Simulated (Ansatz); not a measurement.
Values for one crystal, relaxed and computed with the program Ansatz at the PBEsol level (PAW); other levels are named.

| Property | Value |
|---|---|
| Volume per atom | 15.58 Å³ |
| Electronic character | no gap, with almost no states at the Fermi level (zero-gap or semimetallic) |
| Debye temperature from the elastic constants | 129 K |
| Density of states at the Fermi level | 0.01 states/eV per atom (mean over ±0.08 eV) |
| HSE06 gap on the PBEsol cell | 0.04 eV (a hybrid on a coarse mesh can open a false gap in a semimetal) |
| Zone-centre stability | no imaginary mode at Γ |
| Formation energy from the elements (no fitted shifts) | 0.034 eV/atom |

Task: Pick the material that matches.
A) MgCdS2, P4/mmm (Mg on 1d, Cd on 1a, S on 1b, S on 1c)
B) LaMnO3, R-3c (La on 6a, Mn on 6b, O on 18e)
C) Cu2Se, anti-fluorite
D) CdHgSe2, P-4m2 (Cd on 1c, Hg on 1a, Se on 2g)

Result: C, Cu2Se, anti-fluorite

Space group Fm-3m (anti-fluorite). The workflow started from a Materials Project entry (that database holds measured and hypothetical structures alike); the Crystallography Open Database copy checked does not list it. COD files the formula under space group No. 216, so this cell is another polymorph or a model. Its standing as an ambient phase is unchecked. The cell was relaxed with PBEsol under the symmetry of its start. The run is not spin-polarised. A small band overlap can be real or an error of a semilocal functional. As this level gives no gap, shear constants depend on the k-mesh and smearing (Fermi–Dirac, 0.1 eV here). The references are the lowest solids computed at this level, not always the standard phases. Spin–orbit coupling is left out wherever it is not named.

Potentials: the later of the program's two PAW sets.
